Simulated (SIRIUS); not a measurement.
# Parameter sweep on a model cell of Cs₂YInCl₆ (Fm-3m, 10 atoms in the cell; prototype structure)

```
CELL_PARAMETERS angstrom
      0.00000     5.40892     5.40892
      5.40892     0.00000     5.40892
      5.40892     5.40892     0.00000
ATOMIC_POSITIONS crystal
  Cs 0.25000 0.25000 0.25000
  Cs 0.75000 0.75000 0.75000
  In 0.50000 0.50000 0.50000
  Y  0.00000 0.00000 0.00000
  Cl 0.74910 0.25090 0.25090
  Cl 0.25090 0.74910 0.74910
  Cl 0.25090 0.74910 0.25090
  Cl 0.74910 0.25090 0.74910
  Cl 0.25090 0.25090 0.74910
  Cl 0.74910 0.74910 0.25090
```

Base run A: PBEsol, GBRV PBEsol ultrasoft pseudopotentials (SIRIUS), self-consistent single point.

Its settings: parameters.ngridk = 4 4 4; parameters.xc_functionals = [XC_GGA_X_PBE_SOL, XC_GGA_C_PBE_SOL]; parameters.gk_cutoff = 6.325 1/bohr; parameters.pw_cutoff = 14.143 1/bohr; parameters.smearing = fermi_dirac; parameters.smearing_width = 0.00367493 Ha; potentials = GBRV PBEsol ultrasoft pseudopotentials; parameters.electronic_structure_method = pseudopotential; parameters.num_bands = 50; parameters.num_mag_dims = 0; parameters.num_dft_iter = 100; parameters.energy_tol = 1e-07 Ha; parameters.density_tol = 1e-06; mixer.type = anderson; mixer.beta = 0.7; mixer.use_hartree = false.

The cell was set up from a structure prototype or typed lattice constants and was not relaxed beforehand at this level. Forces above 1 eV/Å remain at this geometry.

Run A gave: pressure (GPa) 1.15; largest force (eV/Å) 1.606; gap on the mesh (eV) 1.338.

Runs:
- B: parameters.xc_functionals: [XC_GGA_X_PBE_SOL, XC_GGA_C_PBE_SOL] → [XC_LDA_X, XC_LDA_C_PW]; pseudopotentials: GBRV PBEsol ultrasoft pseudopotentials → GBRV LDA ultrasoft pseudopotentials [LDA (PW92)]
- C: parameters.xc_functionals: [XC_GGA_X_PBE_SOL, XC_GGA_C_PBE_SOL] → [XC_GGA_X_B88, XC_GGA_C_LYP]; pseudopotentials: GBRV PBEsol ultrasoft pseudopotentials → GBRV PBE ultrasoft pseudopotentials [BLYP]
- D: parameters.xc_functionals: [XC_GGA_X_PBE_SOL, XC_GGA_C_PBE_SOL] → [XC_GGA_X_WC, XC_GGA_C_PBE]; pseudopotentials: GBRV PBEsol ultrasoft pseudopotentials → GBRV PBE ultrasoft pseudopotentials [Wu-Cohen GGA]

**Question.** What does run B change against A?

**Answer.** The pressure goes from 1.15 to -0.42 GPa, the largest force moves little (1.606 to 1.598 eV/Å) and the gap on the mesh hardly changes (1.338 to 1.339 eV).

**Question.** What does run D change against A?

**Answer.** The pressure goes from 1.15 to 1.29 GPa, the largest force hardly changes (1.606 to 1.608 eV/Å) and the gap on the mesh goes from 1.338 to 1.353 eV.

**Question.** What does run C change against A?

**Answer.** The pressure goes from 1.15 to 4.74 GPa, the largest force goes from 1.606 to 1.702 eV/Å and the gap on the mesh goes from 1.338 to 1.398 eV.

| run | pressure (GPa) | largest force (eV/Å) | gap on the mesh (eV) |
|---|---|---|---|
| A | 1.15 | 1.606 | 1.338 |
| B | -0.42 | 1.598 | 1.339 |
| C | 4.74 | 1.702 | 1.398 |
| D | 1.29 | 1.608 | 1.353 |

Some of these runs use potentials made for another functional than their own.
